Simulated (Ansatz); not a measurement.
The calculation used DFT PBE, scalar-relativistic, plane waves, PAW in Ansatz. Cutoff 420 eV, Γ-centred 12×12×6 mesh (6-atom cell), Gaussian smearing of 0.10 eV, no spin polarisation.

The zero of energy is the elements' standard structures at the same level (N₂ as a molecule); no fitted shifts are applied.

Problem. Suggest a trial structure for a trigonal metal made of Al, N and Zr, with a formation energy near −1.21 eV/atom and about 10 Å³ per atom, in a cell of 6 atoms.

Solution. ZrAl2N3, space group P-3m1 (No. 164). Zr has 6 N at 2.27 Å, 6 Zr at 2.99 Å and 6 Al at 3.12 Å; around Al lie 6 N at 2.06–2.09 Å, 9 Al at 2.92–2.99 Å and 3 Zr at 3.12 Å; around N on a site of symmetry -3m lie 6 Al at 2.09 Å; around N on a site of symmetry 3m lie 3 Al at 2.06 Å and 3 Zr at 2.27 Å.

```
CELL_PARAMETERS angstrom
2.99339 0.00000 0.00000
-1.49670 2.59235 0.00000
0.00000 0.00000 7.54298
ATOMIC_POSITIONS crystal
Zr 0.00000 0.00000 0.50000
Al 0.66667 0.33333 0.84422
Al 0.33333 0.66667 0.15578
N 0.00000 0.00000 0.00000
N 0.66667 0.33333 0.30397
N 0.33333 0.66667 0.69603
```

* Volume per atom: 9.76 Å³
* Density: 5.31 g/cm³
* Formation energy: −1.21 eV/atom
* Gap on the 12×12×6 mesh of the 6-atom cell: 0 eV (a metal)

The cell was found from a structure generator's guess, not taken from experiment. Other answers may fit too; this one was computed.

A structure relaxed within its symmetry needn't be a true minimum.
